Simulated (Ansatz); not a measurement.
Cs2KInCl6:
```
Cs2KInCl6
1.0
    0.00000     5.44488     5.44488
    5.44488     0.00000     5.44488
    5.44488     5.44488     0.00000
K Cs In Cl
1 2 1 6
Direct
  0.50000   0.50000   0.50000
  0.75000   0.75000   0.75000
  0.25000   0.25000   0.25000
  0.00000   0.00000   0.00000
  0.76950   0.23050   0.23050
  0.23050   0.76950   0.76950
  0.23050   0.76950   0.23050
  0.76950   0.23050   0.76950
  0.23050   0.23050   0.76950
  0.76950   0.76950   0.23050
```

Relaxed with PBEsol. Special points in fractions of this cell's reciprocal vectors: Γ (0.000, 0.000, 0.000); X (0.500, 0.000, 0.500); U (0.625, 0.250, 0.625); K (0.375, 0.375, 0.750); L (0.500, 0.500, 0.500); W (0.500, 0.250, 0.750).

Task: List the band energies nearest the valence-band maximum at these points for plane-wave PAW PBEsol (Ansatz code).

Result: In eV from the valence-band maximum; about four levels below and three above (degenerate sets whole), none deeper than 8.9 eV; points with the same levels are listed once.

```csv
k,below,above
Γ,-0.35 -0.35 -0.35 0.00 0.00 0.00,3.63 5.63 6.32 6.32
X,-0.49 -0.49 -0.44 -0.44 -0.01,4.22 6.84 7.35
U,-0.43 -0.37 -0.32 -0.09,4.33 7.04 7.14
L,-0.42 -0.42 -0.16 -0.15 -0.15,4.44 6.35 6.74
W,-0.45 -0.44 -0.18 -0.18,4.35 7.21 7.27 7.27
```

Space group Fm-3m. The workflow started from a Materials Project entry (that database holds measured and hypothetical structures alike); the Crystallography Open Database copy checked does not list it. Whether it is the stable phase at ambient conditions was not checked. The cell was relaxed with PBEsol under the symmetry of its start; its stability against distortions is not shown here. Scalar-relativistic: spin–orbit coupling is off unless named, which matters more the heavier the elements.

Potentials: the later of the program's two PAW sets.
